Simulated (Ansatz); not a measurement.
Cu(IrS$_{2}$)$_{2}$ (spinel)

Space group Fd-3m, origin choice 1 (No. 227); a = 9.7826 Å, b = 9.7826 Å, c = 9.7826 Å, α = 90.00°, β = 90.00°, γ = 90.00°

```
atom  site  symmetry       x       y       z
----  ----  --------  ------  ------  ------
Cu      8b      -43m  0.5000  0.5000  0.5000
Ir     16c      .-3m  0.1250  0.1250  0.1250
S      32e       .3m  0.3653  0.3653  0.3653
```
(The calculation used a cell of 14 atoms; values per cell refer to that cell.)

This relaxed cell (volume V₀) is scaled evenly in all directions, its shape held. The atoms relax within the cell's symmetry.

Method: PBEsol (plane waves to 420 eV, PAW, scalar-relativistic; Ansatz, a quantum-chemistry and plane-wave program). k mesh 7×7×7 (Γ-centred), Fermi-Dirac smearing 0.05 eV. The energy includes the smearing's −TS. Stress and pressure are positive under compression. Cu(IrS2)2 is run without spin polarisation. Cu(IrS2)2 was relaxed with its symmetry unable to fall. Spin-orbit coupling is left out, though Ir is heavy. The zero of ΔE is the relaxed starting cell.

Task: Give the computed ΔE (meV/atom) and P (GPa) at V/V₀ = 0.940, 0.960, 0.980, 1.010, 1.030, 1.060.

Result: 
```
V/V₀   ΔE (meV/atom)  P (GPa)
-----  -------------  -------
0.940             28      9.5
0.960             12      5.9
0.980              3      2.8
1.010              1     -1.3
1.030              6     -3.5
1.060             21     -6.4
```

(Under strain, the slope of the energy per volume gives the stress and its curvature an elastic modulus.)
